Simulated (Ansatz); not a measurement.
The elements of this relaxed trial crystal are hidden behind letters.

```
lattice vectors (Å)
   4.5543    0.0000    0.0000
   0.0000    4.5543    0.0000
   0.0000    0.0000    6.4385
fractional positions
X 0.5000 0.0000 0.9977
X 0.0000 0.5000 0.9977
X 0.0000 0.0000 0.4311
Z 0.5000 0.5000 0.5747
Q 0.5000 0.5000 0.9094
Q 0.0000 0.0000 0.0895
```

Computed with Ansatz 0.2.0, DFT PBE, scalar-relativistic, plane waves, PAW. Plane waves to 420 eV, an 8×8×6 mesh through Γ for the 6-atom cell and 0.10 eV Gaussian smearing; no spin polarisation.

* Space group: P4mm (No. 99)
* Conventional cell: a = 4.554 Å, c = 6.438 Å
* Volume per atom: 22.26 Å³
* Density: 5.89 g/cm³
* Energy over the elements: −1.84 eV/atom
* Gap on the 8×8×6 mesh of the 6-atom cell: 0.04 eV by band count, less than the smearing, so the run treats it as a metal

Energies are uncorrected and count from the elements' standard states at the same level.

Question: X is a d-block element of period 5, Z is a lanthanide and Q is a p-block element of period 2. Which elements are they?

Answer: X = Y, Z = Lu, Q = O, so the formula is Y3LuO2. Density times volume gives a mean mass of 5.89 × 22.26/1.6605 = 79.0 u per atom, and this set has 78.9 u. Y on a site of symmetry 2mm is surrounded by 4 O at 2.35 Å, 4 Y at 3.22 Å, 2 Lu at 3.55 Å and 2 Y at 3.60 Å; Lu has 1 O at 2.16 Å and 8 Y at 3.35–3.55 Å; around O on its first site lie 1 Lu at 2.16 Å and 4 Y at 2.35 Å; 2 more sites not described. Other sets within the hints have nearly the same mass, so mass alone doesn't settle it; this one was computed.

A structure relaxed within its symmetry needn't be a true minimum. Another cell of Y3LuO2 relaxed alike, in R-3m, lies 17 meV/atom lower, so this cell isn't the stable form at this level.
